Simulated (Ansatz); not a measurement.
**Au: from a starting cell to a relaxed one**

The start is a generated cell, Au built in the AFLOW prototype A_hR12_166_2h (as in B). Cell shape, volume and atoms are optimised at zero target pressure with PBEsol (plane waves to 420 eV, PAW, scalar-relativistic; Ansatz, a program for electronic structure). The first steps use a coarse 5×5×5 k-mesh.

Starting cell:
```yaml
crystal:
  lattice:
    - [3.25418, 1.87880, 5.55429]
    - [-3.25418, 1.87880, 5.55429]
    - [0.00000, -3.75760, 5.55429]
  atoms:
    - { symbol: Au, position: [0.01040, 0.65729, 0.01040] }
    - { symbol: Au, position: [0.01040, 0.01040, 0.65729] }
    - { symbol: Au, position: [0.65729, 0.01040, 0.01040] }
    - { symbol: Au, position: [0.98960, 0.34271, 0.98960] }
    - { symbol: Au, position: [0.98960, 0.98960, 0.34271] }
    - { symbol: Au, position: [0.34271, 0.98960, 0.98960] }
    - { symbol: Au, position: [0.22060, 0.63230, 0.22060] }
    - { symbol: Au, position: [0.22060, 0.22060, 0.63230] }
    - { symbol: Au, position: [0.63230, 0.22060, 0.22060] }
    - { symbol: Au, position: [0.77940, 0.36770, 0.77940] }
    - { symbol: Au, position: [0.77940, 0.77940, 0.36770] }
    - { symbol: Au, position: [0.36770, 0.77940, 0.77940] }
```

Initial pressure: +116 GPa (positive: the cell is compressed)
Largest initial force: 12.57 eV/Å, on Au7, Au8, Au9, Au10, Au11, Au12 (atoms numbered as listed)
Outcome: The space group stays R-3m (No. 166) (the run could not lower it); the end is AFLOW prototype A_hR12_166_2h (as in B), with 12 atoms in the primitive cell
Volume change: +42.1 %, from 16.98 to 24.13 Å³/atom
Shortest distances (start → end): The closest pairs of elements (up to four, under 3.6 Å), start → end: Au–Au 2.27 → 2.59 Å
Optimiser moves: 13

The end point of the relaxation:

Space group R-3m, hexagonal axes (No. 166); a = 7.1336 Å, b = 7.1336 Å, c = 19.7103 Å, α = 90.00°, β = 90.00°, γ = 120.00°

| atom | site | symmetry | x | y | z |
|---|---|---|---|---|---|
| Au | 18h | .m | 0.2600 | 0.1300 | 0.1051 |
| Au | 18h | .m | 0.2086 | 0.4171 | 0.0267 |
(The calculation used a cell of 12 atoms; values per cell refer to that cell.)

Final values are on a 7×7×7 k-mesh of the relaxed cell. No spin polarisation in the result.

The run could not lose the symmetry of its start, so the end can be a saddle point.

The relaxed structure here is a generated cell of Au: the first start was made by placing the elements on the sites of a structure type, and the end was not matched to a known phase here, so it may be hypothetical. Known forms of Au include space group No. 225.
